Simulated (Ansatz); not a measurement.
Input and command of a plane-wave DFT calculation in Ansatz:

```yaml
crystal:
  lattice:
    - [-2.181025, 2.181025, 2.0857375]
    - [2.181025, -2.181025, 2.0857375]
    - [2.181025, 2.181025, -2.0857375]
  atoms:
    - { symbol: Na, position: [0.0, 0.0, 0.0] }
basis:
  ecutwfc: 420
kpoints:
  mp_grid: { grid: [16, 16, 16] }
hamiltonian:
  xc: pbesol
scf:
  occupations: { method: gaussian, width: 0.15 }
output:
  forces: true
  stress: true
  eigenvalues: true
```

```bash
ansatz run input.yaml --threads 1 --pin off --max-ram 2560MiB --backend cpu --events-out ev --progress --plain --runs-dir out
```

Processor: Arm Neoverse V1, 1 thread, on a host shared with other jobs.

Problem. Estimate time, memory and problem size.

Solution. About 6.3 s on 1 thread of Arm Neoverse V1, on a shared host, peak memory 0.37 GiB. It solves 9 bands at 349 k points (the mesh reduced by symmetry) with about 767 plane waves, in 6 SCF iterations.
